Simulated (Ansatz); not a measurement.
ZrIr:
```xyz
4
Lattice="1.5707 -5.0705 0.0000 1.5707 5.0705 0.0000 0.0000 0.0000 4.4641" Properties=species:S:1:pos:R:3 pbc="T T T"
Zr     1.5707    -1.4532     1.1160
Ir     1.5707    -4.1424     1.1160
Zr     1.5707     1.4532     3.3481
Ir     1.5707     4.1424     3.3481
```

Relaxed with PBEsol. Special points in fractions of this cell's reciprocal vectors: Γ (0.000, 0.000, 0.000); Y (-0.500, 0.500, 0.000); C0 (-0.274, 0.726, 0.000); Σ0 (0.274, 0.274, 0.000); Z (0.000, 0.000, 0.500); A0 (0.274, 0.274, 0.500); E0 (-0.274, 0.726, 0.500); T (-0.500, 0.500, 0.500); S (0.000, 0.500, 0.000); R (0.000, 0.500, 0.500).

Question: List the band energies nearest the Fermi level at these points for PBEsol (plane waves, PAW; program Ansatz).

Answer: In eV from the Fermi level; about four levels below and three above (degenerate sets whole), none deeper than 8.9 eV; points with the same levels are listed once.

```json
[
 {"k": "Γ", "below": "-1.92 -1.19 -1.04 -0.18", "above": "1.08 1.44 1.87"},
 {"k": "Y", "below": "-1.91 -1.60 -1.45 -0.43", "above": "0.83 0.91 1.69"},
 {"k": "C0", "below": "-1.38 -1.30 -1.16 -0.53", "above": "0.74 1.22 1.60"},
 {"k": "Z", "below": "-1.14 -1.14 -0.65 -0.65", "above": "1.27 1.27 1.96 1.96"},
 {"k": "A0", "below": "-2.04 -2.04 -0.44 -0.44", "above": "0.67 0.67 1.66 1.66"},
 {"k": "T", "below": "-1.34 -1.34 -0.89 -0.89", "above": "0.70 0.70 2.76 2.76"},
 {"k": "S", "below": "-1.72 -1.29 -0.60 -0.31", "above": "0.30 1.45 1.47"},
 {"k": "R", "below": "-3.20 -3.20 -1.63 -1.63", "above": "0.10 0.10 0.60 0.60"}
]
```

Space group Cmcm. The start of the workflow was typed in or built on a structure type; the Crystallography Open Database copy checked does not list it. COD files the formula under space group No. 221. Its standing as an ambient phase is unchecked. The PBEsol relaxation kept the symmetry of its start; its stability against distortions is not shown here. The run is not spin-polarised. Scalar-relativistic: spin–orbit coupling is off unless named, which matters more the heavier the elements.

Potentials: the later of the program's two PAW sets.
